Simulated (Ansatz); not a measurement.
HfGe:
```yaml
crystal:
  lattice:
    - [6.17516, 0.00000, 0.00000]
    - [-3.08758, 5.34784, 0.00000]
    - [0.00000, 0.00000, 4.14310]
  atoms:
    - { symbol: Hf, position: [0.50000, 0.00000, 0.00000] }
    - { symbol: Hf, position: [0.50000, 0.50000, 0.00000] }
    - { symbol: Hf, position: [0.00000, 0.50000, 0.00000] }
    - { symbol: Ge, position: [0.00000, 0.00000, 0.00000] }
    - { symbol: Ge, position: [0.33333, 0.66667, 0.50000] }
    - { symbol: Ge, position: [0.66667, 0.33333, 0.50000] }
```

Relaxed with PBE. Special points in fractions of this cell's reciprocal vectors: Γ (0.000, 0.000, 0.000); M (0.500, 0.000, 0.000); K (0.333, 0.333, 0.000); A (0.000, 0.000, 0.500); L (0.500, 0.000, 0.500); H (0.333, 0.333, 0.500).

### Question
List the band energies nearest the Fermi level at these points for plane-wave PAW PBE (Ansatz code).

### Answer
In eV from the Fermi level; about four levels below and three above (degenerate sets whole), none deeper than 8.9 eV; points with the same levels are listed once.

```tsv
k	below	above
Γ	-1.80 -1.80 -0.57 -0.57 -0.35	0.69 0.69 2.10
M	-1.37 -1.32 -0.85 -0.42	0.06 0.92 1.74
K	-2.27 -2.27 -1.22 -1.22 -0.86	0.01 0.17 0.17
A	-1.19 -1.19 -0.62 -0.60 -0.60	1.16 2.32 2.40 2.40
L	-2.18 -1.96 -0.80 -0.74	0.09 0.51 0.84
H	-1.68 -1.68 -0.17 -0.05	0.51 1.69 1.69
```

Space group P6/mmm. A made-up cell: these elements were put on the sites of a structure type; neither database checked (COD, Materials Project) lists it. Its standing as an ambient phase is unchecked. The cell was relaxed with PBE under the symmetry of its start; its stability against distortions is not shown here. The run is not spin-polarised. Scalar-relativistic: spin–orbit coupling is off unless named, which matters more the heavier the elements.

Potentials: the later of the program's two PAW sets.
